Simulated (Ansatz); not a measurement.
## Which element?

Cell vectors (Å):

```
 1.7230  0.9948  6.0576
-1.7230  0.9948  6.0576
 0.0000 -1.9896  6.0576
```

| atom | a | b | c |
| --- | --- | --- | --- |
| K | 0.5000 | 0.5000 | 0.5000 |
| X | 0.0000 | 0.0000 | 0.0000 |
| O | 0.7325 | 0.7325 | 0.7325 |
| O | 0.2675 | 0.2675 | 0.2675 |

Method: PBEsol, PAW on Ansatz 0.2.0's default frozen-core files (fitted under PBE), scalar-relativistic. k mesh 8×8×8, strains of ±0.005, fixed occupations.

Elastic constants of a crystal by Kohn-Sham DFT: slopes of the stress over finite engineering strains of the given cell, Voigt indices, Cartesian axes as in the cell vectors.

```tsv
index	elastic (GPa)
11	138.2
12	77.9
13	46
14	-3.2
33	126.1
44	31.6
```

All X atoms are one element. Which one was computed?

Tl; the crystal is KTlO$_{2}$ (R-3m, a database entry that needn't be its stable phase).

Keep in mind: frozen-core PAW files fitted under PBE, their cores solved anew for the functional of the run; no spin-orbit coupling on heavy atoms.
